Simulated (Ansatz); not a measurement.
B6P in space group R-3m (No. 166; B on 18h, B on 18h, P on 6c), plane-wave PAW r²SCAN (Ansatz code). The conduction-band minimum lies at L, with 3 equivalent valleys. Second derivatives d²E/dk² of the lowest band at one valley (eV·Å²), along Cartesian directions:

```
direction  d²E/dk²
---------  -------
[100]        14.73
[010]        18.03
[001]        30.62
[110]        16.38
[101]        22.68
[011]        8.674
```

Q: Find the principal effective masses, the density-of-states mass and the conductivity mass.

A: Off-diagonal terms follow from H_xy = H[110] − (H_xx + H_yy)/2, and m*/mₑ = 7.620 eV·Å² over each eigenvalue: 0.18, 0.52, 1.0. One valley's DOS mass (m₁m₂m₃)^(1/3) = 0.46, conductivity mass 3/(Σ 1/mᵢ) = 0.36 mₑ.

Q: What effective density of states Nc follows at 300 K for parabolic valleys?

A: Nc = 2.509e19 × 3 × (0.46)^(3/2) ≈ 2.3e19 cm⁻³.

The first step of the workflow began from a Materials Project structure, measured or hypothetical; the Crystallography Open Database copy checked does not list it. Whether it is the stable phase at ambient conditions was not checked. The r²SCAN relaxation kept the symmetry of its start; whether a distortion lowers the energy is not shown.

Potentials: the later of the program's two PAW sets.

Edges and masses are those of Kohn–Sham bands, whose gap is no quasiparticle gap.
